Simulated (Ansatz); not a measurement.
Input, command and steps of an Ansatz relaxation.

```yaml
crystal:
  lattice:
    - [0.0, 2.0751951072, 2.0751951072]
    - [2.0751951072, 0.0, 2.0751951072]
    - [2.0751951072, 2.0751951072, 0.0]
  atoms:
    - { symbol: Co, position: [0.0, 0.0, 0.0], spin: 0.52 }
    - { symbol: C, position: [0.5, 0.5, 0.5] }
basis:
  ecutwfc: 500
kpoints:
  mp_grid: { grid: [8, 8, 8] }
hamiltonian:
  xc: r2scan
scf:
  occupations: { method: gaussian, width: 0.1 }
  lower_state_search: "off"
output:
  forces: true
  stress: true
  eigenvalues: true
  populations: true
magnetization:
  spin_polarized: true
relax:
  adjacent_minimum: "off"
  f_tol: 0.04
  max_steps: 70
  cell: { stress_tol: 0.4 }
```

```bash
ansatz run input.yaml --threads 1 --pin off --max-ram 2560MiB --backend cpu --events-out ev --progress --plain --runs-dir out
```

These are results of DFT r2SCAN, scalar-relativistic, plane waves, PAW (Ansatz 0.2.0), not measurements.

Of 5 frames 5 are shown, positions in Å and forces in eV/Å; the SCF threshold varies from step to step. Steps run on the plane waves of an earlier cell, with a Pulay correction in the pressure. The basis is chosen afresh for the last frame, the zero of the energies, and at times for earlier ones too; energy and pressure step there, also at an unchanged geometry.

```xyz
2
Lattice="0.0000 2.0752 2.0752 2.0752 0.0000 2.0752 2.0752 2.0752 0.0000" Properties=species:S:1:pos:R:3:forces:R:3 pbc="T T T" step=1 free_energy_over_end_meV_per_atom=107.36 pressure_GPa=-29.96
Co    0.0000    0.0000    0.0000    0.0000    0.0000    0.0000
C     2.0752    2.0752    2.0752    0.0000    0.0000    0.0000
2
Lattice="0.0000 2.0281 2.0281 2.0281 0.0000 2.0281 2.0281 2.0281 0.0000" Properties=species:S:1:pos:R:3:forces:R:3 pbc="T T T" step=2 free_energy_over_end_meV_per_atom=21.01 pressure_GPa=-15.20
Co    0.0000    0.0000    0.0000    0.0000    0.0000    0.0000
C     2.0281    2.0281    2.0281    0.0000    0.0000    0.0000
2
Lattice="0.0000 1.9838 1.9838 1.9838 0.0000 1.9838 1.9838 1.9838 0.0000" Properties=species:S:1:pos:R:3:forces:R:3 pbc="T T T" step=3 free_energy_over_end_meV_per_atom=0.59 pressure_GPa=4.49
Co    0.0000    0.0000    0.0000    0.0000    0.0000    0.0000
C     1.9838    1.9838    1.9838    0.0000    0.0000    0.0000
2
Lattice="0.0000 1.9928 1.9928 1.9928 0.0000 1.9928 1.9928 1.9928 0.0000" Properties=species:S:1:pos:R:3:forces:R:3 pbc="T T T" step=4 free_energy_over_end_meV_per_atom=-0.76 pressure_GPa=-0.02
Co    0.0000    0.0000    0.0000    0.0000    0.0000    0.0000
C     1.9928    1.9928    1.9928    0.0000    0.0000    0.0000
2
Lattice="0.0000 1.9928 1.9928 1.9928 0.0000 1.9928 1.9928 1.9928 0.0000" Properties=species:S:1:pos:R:3:forces:R:3 pbc="T T T" step=5 free_energy_over_end_meV_per_atom=0.00 pressure_GPa=-0.10
Co    0.0000    0.0000    0.0000    0.0000    0.0000    0.0000
C     1.9928    1.9928    1.9928    0.0000    0.0000    0.0000
```

The start puts this composition into another compound's structure type, which needn't suit it. At the end the space group is Fm-3m (tolerance 0.05 Å).

The run took 17 s on 1 thread of Intel(R) Xeon(R) Platinum 8488C (Sapphire Rapids), on a shared host, peak memory 0.39 GiB.

The state reached may not be the lowest one. The k mesh is coarse.